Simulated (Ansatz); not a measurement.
Space group Fm-3m (No. 225). a = 4.247 Å, b = 4.247 Å, c = 4.247 Å, α = 90.00°, β = 90.00°, γ = 90.00°
```json
{"atom": "Ti", "site": "4a", "symmetry": "m-3m", "x": "0.0000", "y": "0.0000", "z": "0.0000"}
{"atom": "N", "site": "4b", "symmetry": "m-3m", "x": "0.5000", "y": "0.0000", "z": "0.0000"}
```

Equation of state of this TiN structure (not necessarily the ground state), with shape and atoms relaxed at each volume where symmetry leaves them free. It has no gap at any of these volumes. Theory: DFT PBE, scalar-relativistic, plane waves, PAW in Ansatz.

Plane waves to 420 eV, a k mesh through Γ of 18×18×18 on the computed 2-atom cell and Gaussian smearing (0.10 eV); no spin polarisation.

```tsv
V (Å³/atom)	E − E(largest V) (meV/atom)	P (GPa)
8.425	78.97	46.45
8.712	9.10	31.94
8.999	-36.73	19.58
9.286	-62.07	9.03
9.574	-69.94	0.03
9.861	-62.86	-7.65
10.148	-43.05	-14.22
10.531	0.00	-21.50
```

**Question.** Fit a third-order Birch–Murnaghan equation to E(V).

**Answer.** V0 = 9.57 Å³/atom, B0 = 277 GPa, B0' = 4.3.

Spin polarisation was left out, and a magnetic state may lie lower.